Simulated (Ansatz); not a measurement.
TePS: reading a single point

```
CELL_PARAMETERS angstrom
0.00000 0.00000 5.23435
3.80861 0.00000 0.00000
1.90431 6.58032 -2.61717
ATOMIC_POSITIONS crystal
Te 0.62320 0.87680 0.24640
Te 0.37680 0.12320 0.75360
P 0.23500 0.50000 0.00000
P 0.76500 0.50000 0.00000
S 0.21200 0.78800 0.42400
S 0.78800 0.21200 0.57600
```

The numbers come from plane-wave PAW DFT (Ansatz): r2SCAN, spin-orbit coupling, 500 eV, 5×5×5 Γ-centred k points, fermi-dirac occupations (width 0.0204 eV). Nothing was relaxed.

The state carries no moments; the state need not be the lowest.

**Electronic structure.** It is a metal, with about 2.3 states/eV a cell as the mean within 0.25 eV of the Fermi level, mostly S p (35 %), P p (32 %) and Te p (22 %).
**Forces.** The largest is on Te2 (and as large on other atoms): 1.91 eV/Å, components (0.00, -1.91, 0.00). It makes 125° with the line to a nearest neighbour, P3 at 2.86 Å.
**Stress.** The pressure is -2.2 GPa (compression positive), so with the atoms held at these fractions the cell would first shrink; the forces are large, so a full relaxation may end otherwise. The principal stresses -3.6, -2.0, -0.9 GPa differ, so its shape would change too.
**Charges.** Bader charges in e: Te +0.87, P -0.29, S -0.58. In the mean Te gives up most and S takes most.

Origin: a known structure type with other elements, at an estimated volume, so it need not be a known compound. Caveats: the k mesh is coarse if the cell is a metal; atoms or cell far from equilibrium.
